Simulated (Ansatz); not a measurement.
A geometry of Al away from equilibrium: step 2 of the relaxation of a relaxed Al cell displaced along its unstable phonon at q = Γ (163i cm⁻¹), largest move 0.15 Å. Level of theory: PBEsol (plane waves to 420 eV, PAW, scalar-relativistic; Ansatz, an electronic-structure program). Γ-centred k-mesh 8×8×12 on the run's cell (coarser than for final values), Fermi–Dirac smearing 0.05 eV. The plane waves were selected for a different cell earlier on the path.

```
CELL_PARAMETERS angstrom
      4.44404     0.00000     0.00000
     -2.22202     3.84865     0.00000
      0.00000     0.00000     2.71350
ATOMIC_POSITIONS crystal
  Al 0.33333 0.66667 0.88063
  Al 0.66667 0.33333 0.11937
```

Question: Give the Cartesian forces on all atoms (eV/Å).

Answer: 
```tsv
atom	Fx	Fy	Fz
Al1	0.00	0.00	-0.63
Al2	0.00	0.00	0.63
```

The path ends in P6₃/mmc (No. 194). No spin polarisation in the result.

The run could not lose the symmetry of its start, so the end can be a saddle point.

The end of the path is a generated cell of Al: the first start was made by placing the elements on the sites of a structure type, and the end was not matched to a known phase here, so it may be hypothetical. Known forms of Al include space group No. 225.
